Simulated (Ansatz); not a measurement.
LaPb$_{3}$, DFT, PBEsol, all-electron LAPW, scalar-relativistic (Ansatz 0.2.0), run on 1 thread of Arm Neoverse V2 on a shared host.

The cell is COD entry 1538830, as deposited and not checked against the literature; nothing was relaxed. The listed cell was then made from it by scaling, straining or moving an atom.

Command: `ansatz run input.yaml --threads 1 --pin off --max-ram 4096MiB --backend cpu --events-out ev --progress --plain --runs-dir out`

```yaml
crystal:
  lattice:
    - [4.906, 0.04906, 0.04906]
    - [0.04906, 4.906, 0.04906]
    - [0.04906, 0.04906, 4.906]
  atoms:
    - { symbol: La, position: [0.0, 0.0, 0.0] }
    - { symbol: Pb, position: [0.0, 0.5, 0.5] }
    - { symbol: Pb, position: [0.5, 0.0, 0.5] }
    - { symbol: Pb, position: [0.5, 0.5, 0.0] }
kpoints:
  mp_grid: { grid: [7, 7, 7] }
  band_path:
    path:
      - [0.0, 0.0, 0.0]
      - [0.5, 0.5, 0.5]
      - [0.5193194925, 0.4806805075, 0.5]
      - [0.5, -0.4806805075, 0.4806805075]
      - [0.5, 0.0, 0.0]
      - [0.0, 0.0, 0.0]
      - [0.4903402537, -0.4903402537, 0.0]
      - [0.5096597463, 0.0, 0.4903402537]
      - [0.5, 0.0, 0.5]
    npoints: 5
scf:
  occupations: { method: fermi_dirac, width: 0.05 }
hamiltonian:
  xc: pbesol
  pseudopotentials: { kind: all_electron, lapw: { basis_error: 0.001 } }
output:
  forces: true
  stress: true
  eigenvalues: true
```

(1) How large is the problem that the program sets up?

(2) About how long does it take, and how much memory does it use?

Results:

(1) 44 irreducible k-points, 551 plane waves at Γ, 81 bands.

(2) 96 s of wall time for 10 SCF iterations, with a peak of 0.66 GiB. Times on shared machines scatter by tens of per cent.
